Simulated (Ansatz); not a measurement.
The elements of this relaxed trial crystal are hidden behind letters.

```
lattice vectors (Å)
  -4.3706    4.3706    1.7203
   4.3706   -4.3706    1.7203
   4.3706    4.3706   -1.7203
fractional positions
X 0.0000 0.0000 0.0000
Z 0.2786 0.6444 0.9230
Z 0.7214 0.3556 0.0770
Z 0.3556 0.2786 0.6342
Z 0.6444 0.7214 0.3658
```

Method: DFT PBE, scalar-relativistic, plane waves, PAW in Ansatz 0.2.0. Plane waves to 420 eV, a 12×12×12 mesh through Γ for the 5-atom cell and 0.10 eV Gaussian smearing; no spin polarisation.

| Property | Result |
| --- | --- |
| Space group | I4/m (No. 87) |
| Conventional cell | a = 8.741 Å, c = 3.441 Å |
| Volume per atom | 26.29 Å³ |
| Density | 4.94 g/cm³ |
| Formation energy | +0.28 eV/atom |
| Gap on the 12×12×12 mesh of the 5-atom cell | 0 eV (a metal) |

Energies are uncorrected and count from the elements' standard states at the same level.

Task: X is a p-block element of period 4 and Z is a p-block element of period 4. Which elements are they?

Result: X = As, Z = Se, so the formula is AsSe4. Density times volume gives a mean mass of 4.94 × 26.29/1.6605 = 78.2 u per atom, and this set has 78.2 u. Among the elements that the hints allow, noble gases aside, only these give it. As is surrounded by 8 Se at 2.88 Å; Se has 2 Se at 2.57 Å and 2 As at 2.88 Å.

An odd number of electrons in the primitive cell allows no gap without spin; a larger cell or a magnetic state could open one. The cell is a metal run without spin; a magnetic state may lie lower. Symmetry constrained the relaxation, so the result can be a saddle point.
